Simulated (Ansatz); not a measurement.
The cell is COD entry 9008796, as deposited and not checked against the literature; nothing was relaxed. The listed cell was then made from it by scaling, straining or moving an atom.

CdAg: DFT, PBEsol, all-electron PAW with datasets made for the crystal, scalar-relativistic (Ansatz 0.2.0). What sets it apart from a plain run of this crystal: volume scaled by 0.99.

Command: `ansatz run input.yaml --threads 1 --pin off --max-ram 3072MiB --backend cpu --events-out ev --progress --plain --runs-dir out` The run took 6.2 s on 1 thread of Intel(R) Xeon(R) 6975P-C (Granite Rapids) (shared host), peak memory 0.56 GiB.

```yaml
crystal:
  lattice:
    - [3.3188627931, 0.0, 0.0]
    - [0.0, 3.3188627931, 0.0]
    - [0.0, 0.0, 3.3188627931]
  atoms:
    - { symbol: Cd, position: [0.5, 0.5, 0.5] }
    - { symbol: Ag, position: [0.0, 0.0, 0.0] }
kpoints:
  mp_grid: { grid: [12, 12, 12] }
scf:
  occupations: { method: fermi_dirac, width: 0.05 }
hamiltonian:
  xc: pbesol
  pseudopotentials: { kind: all_electron, datasets: crystal }
output:
  forces: true
  stress: true
  eigenvalues: true
  efg: { contact_densities: true }
```

Output (standing set-up lines are left out):

```
Crystal: 2 atoms, lattice volume = 36.557 Å³
iter 1 solved again at ethr=7.32e-3 eV; its pass at ethr=1.00e-1 eV (dr2=1.68e0 eV) is discarded
SCF iter   1: F=—  HF=-296753.663632 eV  |F-HF|=—  |Δ(HF+E_count)|=         —  Δρ=6.51e-2  dr2=1.68e0  ethr=7.32e-3  ⟨swp⟩=3.0  Hψ=7309  notcnv=0
preconditioner: auto → none  [metal: Δε(μ)=0.014 eV  Ē_g=12.326 eV  σ=0.050 eV  W_gap=0.07  n_scr=6 (ndim 8)  ℏωp=29.5 eV  f_vac=0.000  D(μ)=0.66/eV (n_scr^D=0)  sad-step TF]
SCF iter   2: F=—  HF=-296753.352356 eV  |F-HF|=—  |Δ(HF+E_count)|=   3.11e-1  Δρ=2.70e-2  dr2=3.11e-1  ethr=7.31e-3  ⟨swp⟩=2.4  Hψ=2728  notcnv=0  defer=1
iter 3 solved again at ethr=9.83e-5 eV; its pass at ethr=1.35e-3 eV (dr2=2.26e-2 eV) is discarded
SCF iter   3: F=—  HF=-296753.227880 eV  |F-HF|=—  |Δ(HF+E_count)|=   1.24e-1  Δρ=7.40e-3  dr2=2.33e-2  ethr=9.83e-5  ⟨swp⟩=2.1  Hψ=5715  notcnv=0  defer=5
SCF iter   4: F=—  HF=-296753.235340 eV  |F-HF|=—  |Δ(HF+E_count)|=   7.46e-3  Δρ=7.50e-3  dr2=2.41e-2  ethr=9.83e-5  ⟨swp⟩=3.1  Hψ=3299  notcnv=0  defer=2
SCF iter   5: F=—  HF=-296753.233646 eV  |F-HF|=—  |Δ(HF+E_count)|=   1.69e-3  Δρ=4.26e-3  dr2=6.47e-3  ethr=9.83e-5  ⟨swp⟩=2.1  Hψ=2664  notcnv=0  defer=1
SCF iter   6: F=—  HF=-296753.235215 eV  |F-HF|=—  |Δ(HF+E_count)|=   1.57e-3  Δρ=4.32e-4  dr2=5.07e-5  ethr=2.81e-5  ⟨swp⟩=3.0  Hψ=2617  notcnv=0
SCF iter   7: F=—  HF=-296753.235217 eV  |F-HF|=—  |Δ(HF+E_count)|=   1.61e-6  Δρ=6.55e-5  dr2=6.66e-7  ethr=2.20e-7  ⟨swp⟩=3.0  Hψ=3424  notcnv=0
SCF iter   8: F=-296753.235216 eV  HF=-296753.235216 eV  |F-HF|=2.31e-8  |Δ(HF+E_count)|=   2.41e-7  Δρ=9.00e-6  dr2=1.44e-8  ethr=2.89e-9  ⟨swp⟩=3.0  Hψ=2903  notcnv=0
SCF 1 converged in 8 iterations: F = -296753.235224 eV  dr2 = 1.44e-8
  Residual-converged pass: ⟨swp⟩=3.1  Hψ=2961  notcnv=0  max |occ|·‖R‖ = 5.2e-6 eV (tolerance 5.3e-6 eV)  dr2=1.46e-8  dr2_onsite=5.41e-8  max |Δocc| = 3.5e-9
  greatest PAW one-centre occupation: 0.961 electrons in one spin orbital (limit 2), on the Cd atom at site 0 (counted from 0), in its partial waves of l = 2
SCF converged after 8 iterations
Free energy (F): -296753.235224 eV
Harris-Foulkes:  -296753.235224 eV  (|F-HF|=2.31e-8)
Internal energy: -296753.230813 eV  (E = F + TS)
E sigma→0 (E₀):  -296753.233019 eV
Entropy (-TS):   -0.004411 eV (-2.205 meV/atom)
Past the cutoff: the bands carry plane waves up to 1.75 times it, of which those up to 1.5 times it add -0.000395 eV an atom, each by itself; the spheres take 0.000498 eV an atom off the energy for waves past 1.75 times it
By the cutoff:   a pressure is off by up to 0.010 GPa (1.2 times the spheres' own share and the shells' term, over an atom's volume, and 0.004 GPa: a bound that held against runs at twice the plane waves)
Past the cutoffs: a stress includes 0.0015 GPa for waves and charges beyond them, in addition to the slope of what the spheres take
In the spheres:  the bands' charges fall short by 3.8e-6 e at most (sound up to 1e-3), those of shells solved beside the bands by 2.9e-7 e (sound up to 5e-4)
Fermi energy:    18.165723 eV
--- Per-component energies (eV) ---
  The terms above E_closure are by the made datasets' own strengths, without shells solved beside the bands.
--- Forces (eV/Å), atoms counted from 1 ---
  atom   1  Cd     0.00000000    -0.00000000    -0.00000000
  atom   2  Ag    -0.00000000     0.00000000     0.00000000
  max |Σ_I F_I| component: 1.30e-29 eV/Å
--- Stress (GPa, compression-positive) ---
       -0.788569       0.000000       0.000000
        0.000000      -0.788569       0.000000
        0.000000       0.000000      -0.788569
  P = ⅓ Tr σ = -0.7886 GPa (-7.886 kbar)
  It holds what live shells' own plane waves past their cutoff add
--- PAW observables at the nuclei: V_zz in 10²¹ V/m², potentials from the cell's mean, atoms counted from 1 ---
  atom   1  Cd V_zz =    +0.000000   η = 0.0000   by run symmetry: forbidden
            electrostatic potential = -7710.922340 V   contact ρ = 1034372.483683 e/Å³
  atom   2  Ag V_zz =    -0.000000   η = 0.0000   by run symmetry: forbidden
            electrostatic potential = -7480.017365 V   contact ρ = 946995.210715 e/Å³
--- Band table (eV; the first three rows and the last of 84) ---
  k-point 0: bands = ["8.7912", "8.7912", "9.2891", "9.5258", "9.5258", "9.5258", "13.0047", "13.0047", "13.9114", "13.9114", "13.9114", "23.1875", "23.1875", "23.1875"]
  k-point 1: bands = ["8.8065", "8.8285", "9.3983", "9.5168", "9.5168", "9.5343", "12.9882", "13.0286", "13.8584", "13.8584", "13.8994", "22.3434", "23.3819", "23.3819"]
  k-point 2: bands = ["8.8491", "8.9250", "9.4925", "9.4925", "9.5580", "9.7286", "12.9425", "13.0960", "13.7195", "13.7195", "13.8664", "20.6830", "23.9433", "23.9433"]
  k-point 83: bands = ["9.0292", "9.0292", "9.0292", "9.9460", "9.9460", "12.3946", "12.3946", "12.3946", "14.1863", "14.1863", "20.6181", "22.3615", "22.3615", "22.3615"]
```
